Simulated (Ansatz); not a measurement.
How BP (F-43m) stiffens under pressure

```yaml
crystal:
  lattice:
    - [0.00000, 2.24538, 2.24538]
    - [2.24538, 0.00000, 2.24538]
    - [2.24538, 2.24538, 0.00000]
  atoms:
    - { symbol: B, position: [0.00000, 0.00000, 0.00000] }
    - { symbol: P, position: [0.75000, 0.75000, 0.75000] }
```

This is the zero-pressure cell. At each pressure cell and atoms are relaxed in this structure, and the constants are slopes of the stress at strains of ±0.005 with relaxed ions (the coefficients that govern stability under load). Level: LDA, PAW on Ansatz 0.2.0's default frozen-core files (fitted under PBE), scalar-relativistic; k mesh 8×8×8, strains of ±0.005, fixed occupations, cutoff 420 eV. P is the pressure of the relaxed cell, less that of this one.

```tsv
P (GPa)	V/V₀	C11 (GPa)	C12 (GPa)	C44 (GPa)
0.00	1.0000	357.7	84.3	193.9
1.01	?	?	?	?
2.01	0.9888	366.9	91.1	197.9
3.99	0.9784	376.0	97.8	201.7
7.02	0.9634	389.0	107.8	206.9
10.02	0.9496	401.5	117.5	211.7
15.02	0.9283	421.5	133.4	219.1
```

Task: Does the bulk modulus from the constants agree with the pressure-volume curve?

Result: A third-order Birch-Murnaghan fit to the volumes shown (F against f, f = [(V₀/V)^(2/3) − 1]/2) gives B₀ = 175.4 GPa and B′ = 3.8. Its −V dP/dV stands beside (C11 + 2C12)/3:

| P (GPa) | from P(V) | from the constants |
| --- | --- | --- |
| 0.00 | 175.4 | 175.4 |
| 2.01 | 183.0 | 183.0 |
| 3.99 | 190.3 | 190.6 |
| 7.02 | 201.4 | 201.5 |
| 10.02 | 212.3 | 212.2 |
| 15.02 | 230.2 | 229.4 |

Task: What are the pressure derivatives at zero pressure?

Result: Slopes at V₀ of quadratic fits in −ln(V/V₀) through the first four rows shown, divided by B₀: dC11/dP = 4.7, dC12/dP = 3.4, dC44/dP = 2.1. The mean slopes up to 4.0 GPa are 4.6, 3.4, 1.9; curvature and scatter of the constants part the two. The combination (dC11/dP + 2 dC12/dP)/3 = 3.9 stands against B′.

Task: Fill the row at 1.01 GPa.

Result: Cubic fits in −ln(V/V₀) through all rows shown give C11 = 362.4, C12 = 87.8, C44 = 196.0 GPa. Computed: V/V₀ = 0.9943, C11 (GPa) = 362.3, C12 (GPa) = 87.7, C44 (GPa) = 195.9.

Task: Does a shear stiffness soften?

Result: C44 goes from 193.9 to 219.1 GPa; (C11 − C12)/2 goes from 136.7 to 144.1 GPa. Neither ends more than 3 % under its start, and the lattice stays mechanically stable over this range.

Caveats: no other phase was computed; many crystals of this kind change structure within this range, and rows or crossings beyond such a change describe a metastable lattice; frozen-core PAW files fitted under PBE, their cores solved anew for the functional of the run; constants at zero field, no piezoelectric stiffening; phonons weren't checked at these pressures.
